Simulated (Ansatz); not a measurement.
ZnO:
```
CELL_PARAMETERS angstrom
      5.51326     0.00000     0.00000
      0.00000     5.51326     0.00000
      0.00000     0.00000     3.24862
ATOMIC_POSITIONS crystal
  Zn 0.18178 0.18178 0.50000
  Zn 0.81822 0.81822 0.50000
  Zn 0.31822 0.68178 0.00000
  Zn 0.68178 0.31822 0.00000
  O  0.81749 0.18251 0.50000
  O  0.18251 0.81749 0.50000
  O  0.31749 0.31749 0.00000
  O  0.68251 0.68251 0.00000
```

This is the r²SCAN-relaxed structure.

**Question.** All from the program Ansatz at the r²SCAN level (PAW), unless another level is named. Give the Bader charges.

**Answer.** Zn +1.29, O -1.29 e.

**Question.** What about the static dielectric constant ε0 (ions relaxed, cell fixed)?

**Answer.** 9.16 (xx = yy), 7.86 (zz).

**Question.** And the electronic dielectric constant ε∞ (DFPT)?

**Answer.** 4.14 (xx = yy), 4.35 (zz).

**Question.** Predict the Born charges (a third of the trace).

**Answer.** Zn +2.08, O -2.08 e.

Space group P4_2/mnm. The workflow started from a Materials Project entry (that database holds measured and hypothetical structures alike); the Crystallography Open Database copy checked does not list it. It is not the phase usual at ambient conditions (space group No. 186). Symmetry was held in the r²SCAN relaxation; whether a distortion lowers the energy is not shown.

Potentials: the later of the program's two PAW sets.
